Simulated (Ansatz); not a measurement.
## Compressing MnGa4: a fit and a missing row

MnGa4, Im-3m, a = 5.510 Å. The structure is a Materials Project entry; whether it is the stable form wasn't checked. Ansatz: PBEsol, PAW, 420 eV, Γ-centred 10×10×10 mesh on 5 atoms, Gaussian smearing 0.10 eV; collinear spin, largest moment 0.6 μB. Symmetry fixes shape and atoms, so the cell is only scaled; pressure is positive in compression.

| V (Å³/atom) | P (GPa) |
| --- | --- |
| 14.718 | ? |
| 15.219 | 12.32 |
| 15.721 | 7.50 |
| 16.223 | 3.44 |
| 16.724 | 0.01 |
| 17.226 | -2.87 |
| 17.728 | -5.30 |
| 18.397 | -7.93 |

Take V0 = 16.724 Å³/atom, count pressures from its P0 = 0.01 GPa, fit the third-order Birch–Murnaghan form to the other rows, and predict the missing pressure.

With the Eulerian strain f = ½[(V0/V)^(2/3) − 1] and y = (P − P0)/[3f(1 + 2f)^(5/2)], the form is the line y = B0 + 1.5 B0 (B0′ − 4) f. Rows (f, y): 0.03244, 108.1; 0.02105, 107.0; 0.01024, 106.1; -0.00976, 103.3; -0.01906, 102.3; -0.03079, 100.8. Means f = 0.0006867, y = 104.60; Σ(Δf)² = 0.003004, ΣΔfΔy = 0.3529; the slope is their ratio. y = 104.5 + 117.5 f GPa, so B0 = 104.5 GPa and B0′ = 4 + 2 × (117.5)/(3 × 104.5) = 4.75. At V = 14.718, f = 0.04446, y = 109.72 and P = 18.12 GPa. The run gave 18.02 GPa, so the fit is 0.10 GPa too high, a small miss on the scale of the series. Note that the largest moment runs from 0.40 to 0.72 μB along the series.

The largest moment runs from 0.40 to 0.72 μB along the series, so B0 and B0′ hold the change of the moment too.

Only parallel moments were tried here.